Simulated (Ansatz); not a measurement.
Si$_{2}$Mo:
Space group Fddd, origin choice 1 (No. 70); a = 4.572 Å, b = 7.962 Å, c = 8.722 Å, α = 90.00°, β = 90.00°, γ = 90.00°

```tsv
atom	site	symmetry	x	y	z
Si	16f	.2.	0.0000	0.3359	0.0000
Mo	8a	222	0.0000	0.0000	0.0000
```
(The calculation used a cell of 6 atoms; values per cell refer to that cell.)

Relaxed at zero pressure with DFT-PBEsol in the program Ansatz with PAW potentials.

### Question
The volume is raised by 6 % and shape and atoms relax at that volume. What pressure results, and how do the axes share the change?

### Answer
-10.8 GPa; a 1.9 %, b 3.3 %, c 0.7 %; the energy rises by 28 meV/atom.

### Question
Give the new structure.

### Answer

Space group Fddd, origin choice 1 (No. 70); a = 4.658 Å, b = 8.225 Å, c = 8.785 Å, α = 90.00°, β = 90.00°, γ = 90.00°

```csv
atom,site,symmetry,x,y,z
Si,16f,.2.,0.0000,0.3370,0.0000
Mo,8a,222,0.0000,0.0000,0.0000
```

The phase is kept; no other phase was compared at this pressure.

The start of the workflow was typed in or built on a structure type; neither database checked (COD, Materials Project) lists it. It is not the phase usual at ambient conditions (space group No. 139). The cell was relaxed with PBEsol under the symmetry of its start; whether a distortion lowers the energy is not shown. No spin polarisation was allowed.

Potentials: the earlier of the program's two PAW sets. The files were generated under PBE; for other functionals the program regenerates the frozen cores, and for LDA and PBEsol the local potential too.
